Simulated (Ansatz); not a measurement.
Relaxed-ion elastic tensor of Al in space group P6_3/mmc (No. 194; Al on 4f, Al on 2b, Al on 4f, Al on 2a) in GPa (Voigt order), r²SCAN in the plane-wave PAW code Ansatz; density 2.81 g/cm³, 15.92 Å³ per atom.

```
 146  67.4  63.8   0.0   0.0   0.0
67.4   146  63.8   0.0   0.0   0.0
63.8  63.8   149   0.0   0.0   0.0
 0.0   0.0   0.0  39.0   0.0   0.0
 0.0   0.0   0.0   0.0  39.0   0.0
 0.0   0.0   0.0   0.0   0.0  39.3
```

Question: Is the crystal mechanically stable?

Answer: Yes: the smallest eigenvalue of C is 39.0 GPa.

Question: Work out the Voigt, Reuss and Hill averages.

Answer: K_V = 92.3, K_R = 92.3, K_H = 92.3; G_V = 39.9, G_R = 39.8, G_H = 39.8 GPa.

Question: Give Young's modulus, Poisson's ratio, Pugh's ratio and the universal anisotropy index.

Answer: E = 9KG/(3K + G) = 104 GPa; ν = 0.31; K/G = 2.32 (ductile by the Pugh limit of 1.75); A_U = 5G_V/G_R + K_V/K_R − 6 = 0.01.

Question: Estimate the sound speeds and the Debye temperature.

Answer: v_l = √((K + 4G/3)/ρ) = 7190 m/s, v_t = √(G/ρ) = 3760 m/s, mean 4210 m/s; Θ = (h/k)(3n/4πV)^(1/3) v_m = 498 K.

Question: Solve the Christoffel equation for the three sound speeds along x, y, z.

Answer: Eigenvalues of C_ijkl n_j n_l equal ρv². In km/s, slowest first: x 3.72, 3.74, 7.20; y 3.72, 3.74, 7.20; z 3.72, 3.72, 7.29.

Question: How much does each axis shrink under pressure?

Answer: Linear compressibilities β_i = Σ_j S_ij (j = 1 to 3): x 3.6, y 3.6, z 3.6 per TPa.

The start of the workflow was typed in or built on a structure type; the Crystallography Open Database copy checked does not list it. It is not the phase usual at ambient conditions (space group No. 225). The cell was relaxed with r²SCAN under the symmetry of its start; whether a distortion lowers the energy is not shown. As this level gives no gap, shear constants depend on the k-mesh and smearing (Fermi–Dirac, 0.1 eV here).

Potentials: the earlier of the program's two PAW sets.
